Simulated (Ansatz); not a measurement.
An Ansatz input:

```yaml
crystal:
  lattice:
    - [3.3583942383, 0.0, 0.0]
    - [-1.6791971191, 2.9084547263, 0.0]
    - [0.0, 0.0, 5.4676861753]
  atoms:
    - { symbol: In, position: [0.3333333333, 0.6666666667, 0.25] }
    - { symbol: In, position: [0.6666666667, 0.3333333333, 0.75] }
hamiltonian:
  xc: lda
  pseudopotentials:
    kind: paw
    azcp:
      In: "pseudopotentials/In.paw.azcp"
basis:
  ecutwfc: 420
  fft_grid_basis: typed
kpoints:
  mp_grid: { grid: [12, 12, 7], shift: [0, 0, 0] }
magnetization:
  spin_polarized: false
scf:
  occupations: { method: fermi_dirac, width: 0.1 }
  lower_state_search: "off"
output:
  stress: true
```

and its output:

```
Warning: the record states the generating functional pbe (its physics header spells it `PBE`), which answers neither for hamiltonian.xc's functional nor for the lda family's — results may be inconsistent (PPs are generated against a specific XC)
Engine: ansatz 0.2.0, aarch64-unknown-linux-gnu
Pseudopotentials: kind: paw
Pseudopotential: In, paw, valence charge 13, recommended cutoff 420 eV (normal) 
Functional definition: SPW92
  exchange = slater_x
  correlation = pw_c
Crystal: 2 atoms, lattice volume = 53.407 Å³
Basis set: ecut = 420 eV, 1087 PW (Γ)
Bands: 17, of which v1, the nominal top of the filled ones, is band 13 counted from 1 (12 counted from 0)
Symmetry: 24 space group operations
Space group: P63/mmc (ITA 194), of the structure as read, at distance tolerance 3.8e-5 Å
k-points: 76 of 1008
Non-local potential: In, projectors of the file, l = 0: 2, l = 1: 2, l = 2: 2, l = 3: 2
PAW form: soft (Blöchl's): semilocal exchange-correlation on the pseudo side does not see the compensation charge
PAW frozen core: In, regenerated for the run's functional, and the local potential with it (the file was generated under x = pbe(κ = 0.804, μ = 0.2195149727645171), c = pbe(β = 0.06672455060314922))
PAW one-centre angular grid: In, 590 points (default); XC on 64 Gauss nodes
Initial density: superposition of atomic densities (neutral atoms: chi_scale 0, normalization atom), corrected by the library's trained network
Initial wavefunctions: pseudopotential atomic-orbital guess
Functional: x = slater, c = lda
SCF iter   1: F=—  HF=-10914.288898 eV  |F-HF|=—  |Δ(HF+E_count)|=         —  Δρ=7.05e-3  dr2=1.53e-2  ethr=1.77e-3  ⟨swp⟩=5.7  Hψ=6428  notcnv=0
SCF iter   2: F=—  HF=-10914.281147 eV  |F-HF|=—  |Δ(HF+E_count)|=   7.75e-3  Δρ=3.03e-3  dr2=2.85e-3  ethr=5.87e-5  ⟨swp⟩=2.1  Hψ=2789  notcnv=0
SCF iter   3: F=—  HF=-10914.280143 eV  |F-HF|=—  |Δ(HF+E_count)|=   1.00e-3  Δρ=3.93e-4  dr2=9.55e-5  ethr=1.10e-5  ⟨swp⟩=2.0  Hψ=2052  notcnv=0
SCF iter   4: F=—  HF=-10914.280134 eV  |F-HF|=—  |Δ(HF+E_count)|=   9.06e-6  Δρ=2.40e-4  dr2=2.14e-5  ethr=3.67e-7  ⟨swp⟩=2.0  Hψ=2283  notcnv=0
SCF iter   5: F=—  HF=-10914.280127 eV  |F-HF|=—  |Δ(HF+E_count)|=   7.56e-6  Δρ=1.06e-4  dr2=4.43e-6  ethr=8.24e-8  ⟨swp⟩=2.0  Hψ=2262  notcnv=0
SCF iter   6: F=—  HF=-10914.280125 eV  |F-HF|=—  |Δ(HF+E_count)|=   2.03e-6  Δρ=2.68e-5  dr2=3.15e-7  ethr=1.70e-8  ⟨swp⟩=2.0  Hψ=2056  notcnv=0
SCF iter   7: F=-10914.280125 eV  HF=-10914.280125 eV  |F-HF|=4.74e-9  |Δ(HF+E_count)|=   1.41e-7  Δρ=3.46e-6  dr2=5.95e-9  ethr=3.85e-10  ⟨swp⟩=4.1  Hψ=4587  notcnv=0
SCF 1 converged in 7 iterations: F = -10914.280125 eV  dr2 = 5.95e-9
SCF converged after 7 iterations
Free energy (F): -10914.280125 eV
Harris-Foulkes:  -10914.280125 eV  (|F-HF|=4.74e-9)
Internal energy: -10914.251441 eV  (E = F + TS)
E sigma→0 (E₀):  -10914.265783 eV
Entropy (-TS):   -0.028684 eV (-14.342 meV/atom)
Fermi energy:    9.604767 eV
--- Per-component energies (eV) ---
  E_band       = -61.202138
  E_kinetic    = 483.470219
  E_local      = -2181.541115  (includes V_loc(G=0)·N_el)
  E_nonlocal   = 738.306332
  E_hartree    = 849.505802
  E_xc         = -428.056509
  E_vxc        = -203.053012  (∫ρ·V_xc dr)
  E_paw        = -8025.047250  (= ΣΔE_a)
  E_vpaw       = -597.392305  (= ΣTr[D̂ρ^β])
  E_aug_tail   = 0.000048  (compensation charges beyond the density's cutoff)
  E_ewald      = -2351.458042
  E_core_change = 0.569073  (= ΣΔE_core)
  E_smearing   = -0.028684  (= −TS)
  E_closure    = -0.000000  (closes the sum)
  Σ components = -10914.280125   (vs F -10914.280125, Δ=0.00e0)
--- Stress (GPa, compression-positive) ---
       -2.781293      -0.000000      -0.000000
        0.000000      -2.781293       0.000000
       -0.000000       0.000000      -3.538927
  P = ⅓ Tr σ = -3.0338 GPa (-30.338 kbar)
```
